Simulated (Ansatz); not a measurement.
In InSb (zinc blende type) the In atom of the primitive cell, with all its periodic images, is moved by 0.06 Å along [111].

```
In Sb
1.0
     0.00000    3.32000    3.32000
     3.32000    0.00000    3.32000
     3.32000    3.32000    0.00000
In Sb
1 1
Cartesian
  0.0346 0.0346 0.0346
  1.6600 1.6600 1.6600
```

Method: Ansatz, HSE06, plane waves, all-electron PAW datasets generated for the crystal, point nucleus.

Cutoff 270 eV; exchange singularity: regularized; k-mesh 4×4×4 Γ-centred; Fermi–Dirac smearing of 0.05 eV; no spin polarisation; no spin–orbit coupling.

(1) What force results?

## Answers

(1) The force on it along the displacement is -0.3736 eV/Å, a force constant of 6.23 eV/Å². A one-sided step along [111] also holds the cubic anharmonicity.

```tsv
atom	Fx (eV/Å)	Fy (eV/Å)	Fz (eV/Å)
In1	-0.2157	-0.2157	-0.2157
Sb2	0.2157	0.2157	0.2157
```

The k-mesh is coarse, so these values belong to this mesh and can lie far from the converged ones.
